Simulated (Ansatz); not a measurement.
TiC, one cell by several methods

```
CELL_PARAMETERS angstrom
0.00000 2.16400 2.12072
2.16400 0.00000 2.12072
2.16400 2.16400 0.00000
ATOMIC_POSITIONS crystal
Ti 0.00000 0.00000 0.00000
C 0.50000 0.50000 0.50000
```

Atoms are numbered in the order listed.

Conventional cell: a = 3.060 Å, b = 3.060 Å, c = 4.241 Å, α = 90.00°, β = 90.00°, γ = 90.00°. Ti (atom 1) has 6 C at 2.12 to 2.16 Å as nearest neighbours. Around C (atom 2) lie 6 Ti at 2.12 to 2.16 Å.

The geometry is COD entry 9012564, unchecked; take it as a test cell. The listed cell was then made from it by scaling, straining or moving an atom.

Methods: DFT, PBEsol, PAW with Ansatz's default frozen-core files, scalar-relativistic (Ansatz 0.2.0); DFT, PBEsol, all-electron PAW with datasets made for the crystal, scalar-relativistic (Ansatz 0.2.0); DFT, PBEsol, all-electron LAPW, scalar-relativistic (Ansatz 0.2.0).

For PAW: a Γ-centred 14×14×14 k mesh, Fermi–Dirac smearing of 0.03 eV, cutoff 420 eV, no spin polarisation; the PAW files were made with PBE, and the program remakes their frozen cores for this functional. The crystal-made all-electron datasets (AE datasets) take a cutoff of 360 eV at this cell. LAPW targets a basis error of 0.25 meV/atom. The Ansatz runs share mesh, smearing and spin set-up. Plane-wave (PAW) pressures include the program's estimate of the Pulay term.

Stress and pressure are positive in compression.

In a metal, gradients converge slowly with the k mesh: the values move by tens of per cent from one mesh to another, at times in sign, so only the comparison on one mesh counts.

```json
{"quantity": "pressure (GPa)", "PAW": "-0.86", "AE datasets": "-0.88", "LAPW": "-0.89"}
{"quantity": "stress xx (GPa)", "PAW": "-3.77", "AE datasets": "-3.79", "LAPW": "-3.79"}
{"quantity": "stress zz (GPa)", "PAW": "4.95", "AE datasets": "4.93", "LAPW": "4.93"}
{"quantity": "field gradient Vzz at Ti1 (10²¹ V/m²)", "PAW": "-1.69", "AE datasets": "-1.69", "LAPW": "–"}
```
